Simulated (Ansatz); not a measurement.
Sr:
```xyz
2
Lattice="4.0985 0.0000 0.0000 -2.0492 3.5494 0.0000 0.0000 0.0000 6.7123" Properties=species:S:1:pos:R:3 pbc="T T T"
Sr     0.0000     2.3663     1.6781
Sr     2.0492     1.1831     5.0342
```

Relaxed with LDA. Special points in fractions of this cell's reciprocal vectors: Γ (0.000, 0.000, 0.000); M (0.500, 0.000, 0.000); K (0.333, 0.333, 0.000); A (0.000, 0.000, 0.500); L (0.500, 0.000, 0.500); H (0.333, 0.333, 0.500).

**Question.** List the band energies nearest the Fermi level at these points for LDA in the plane-wave PAW code Ansatz.

**Answer.** In eV from the Fermi level; about four levels below and three above (degenerate sets whole), none deeper than 8.9 eV; points with the same levels are listed once.

```
k              below                          above
-  -----------------  -----------------------------
Γ        -3.86 -1.26            0.27 2.32 2.34 2.34
M  -1.17 -0.51 -0.05                 0.21 1.41 2.03
K  -0.21 -0.21 -0.05                 0.22 1.38 1.38
A        -2.81 -2.81  1.27 1.27 2.34 2.34 2.34 2.34
L        -0.93 -0.93            0.38 0.38 1.35 1.35
H                  –            0.13 0.13 0.20 0.20
```

Space group P6_3/mmc (hcp (Mg type)). The workflow started from a Materials Project entry (that database holds measured and hypothetical structures alike); the Crystallography Open Database files this formula in space group No. 194, but the cells were not matched. It is not the phase usual at ambient conditions (space group No. 225). The LDA relaxation kept the symmetry of its start; of distortions, only those at the zone centre were tested. Scalar-relativistic: spin–orbit coupling is off unless named, which matters more the heavier the elements.

Potentials: the later of the program's two PAW sets.
